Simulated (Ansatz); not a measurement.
CsHgBr₃ (Pm-3m), a sublattice moved along a line

The calculation used Ansatz, DFT PBEsol, scalar-relativistic, plane waves, PAW. The runs took a 420 eV cutoff, a Γ-centred 8×8×8 mesh and Gaussian smearing (0.15 eV). Spin–orbit coupling is left out, which can shift energies with elements as heavy as these. No spin polarisation. Energies are free energies at this smearing, counted from the undisturbed cell; pressure is positive in compression.

The undisturbed cell (as given, not relaxed at this level; it stands at -2.6 GPa, and it needn't be the usual structure):

```
CELL_PARAMETERS angstrom
5.77000 0.00000 0.00000
0.00000 5.77000 0.00000
0.00000 0.00000 5.77000
ATOMIC_POSITIONS crystal
Cs 0.00000 0.00000 0.00000
Hg 0.50000 0.50000 0.50000
Br 0.00000 0.50000 0.50000
Br 0.50000 0.00000 0.50000
Br 0.50000 0.50000 0.00000
```

Every Br atom is moved by x along the Cartesian unit vector (0.000, 0.000, 1.000); the cell and all other atoms stay fixed. The cell is metallic on the mesh throughout.

```
  x (Å)  ΔE (meV/cell)
-0.3000           48.1
-0.1500            7.7
 0.0000            0.0
 0.2250           21.3
```

(1) Predict the force along x on the moved atoms (eV/Å) at each point.

## Answers

(1)
| x (Å) | force along x on the moved atoms (eV/Å) |
| --- | --- |
| -0.3000 | 0.48 |
| -0.1500 | 0.12 |
| 0.0000 | 0.00 |
| 0.2250 | -0.25 |

Symmetry holds off the tilts and polar distortions that many cubic perovskites undergo.